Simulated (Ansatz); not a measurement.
# Structure relaxation, Cu

The start is a generated cell, Cu placed in the AFLOW prototype A_hR2_166_c (A7, as in As). The structure is fully relaxed (lattice and positions, P = 0) with r2SCAN (plane waves to 500 eV, PAW, scalar-relativistic; Ansatz, a first-principles code). First-step values are on the input's coarse k-mesh.

Ansatz input (later rounds restart from its end on a renewed k-mesh):
Ansatz 0.2 input:
```yaml
crystal:
  lattice:
    - [1.5413488, 0.8898981, 2.858243]
    - [-1.5413488, 0.8898981, 2.858243]
    - [0, -1.7797963, 2.858243]
  atoms:
    - { symbol: Cu, position: [0.22754, 0.22754, 0.22754] }
    - { symbol: Cu, position: [0.77246, 0.77246, 0.77246] }
basis: { ecutwfc: 500, ecutrho_ratio: 4, xc_grid: 4, fft_grid_basis: typed }
kpoints: { mp_grid: { grid: [13, 13, 13] } }
hamiltonian:
  xc: r2scan
  dispersion: none
  pseudopotentials: { azcp: { folder: ./paw }, kind: paw }
scf: { occupations: { method: fermi_dirac, width: 0.05 } }
relax: { f_tol: 0.01, max_steps: 100, cell: { stress_tol: 0.02 } }
output: { forces: true, stress: true }
```

```json
{
 "initial_pressure": "+35.4 GPa (positive: the cell is compressed)",
 "largest_initial_force": "4.69 eV/Å, on Cu1, Cu2 (atoms numbered as listed)",
 "outcome": "The space group goes from R-3m (No. 166) to Fm-3m (No. 225); the end is fcc (Cu type), with 1 atom in the primitive cell",
 "energy_released": "1.01 eV/atom",
 "Shortest distances (start → end)": "The closest pairs of elements (up to four, under 3.6 Å), start → end: Cu–Cu 2.06 → 2.53 Å",
 "optimiser_moves": "20"
}
```

Relaxed structure:

Space group Fm-3m (No. 225); a = b = c = 3.579 Å, α = β = γ = 90.00°

```
atom  site  symmetry       x       y       z
----  ----  --------  ------  ------  ------
Cu      4b      m-3m  0.5000  0.5000  0.5000
```
(The calculation used a cell of 1 atom; values per cell refer to that cell.)

Final values are on a 22×22×22 k-mesh of the relaxed cell. No spin polarisation in the result.

The run could not lose the symmetry of its start.
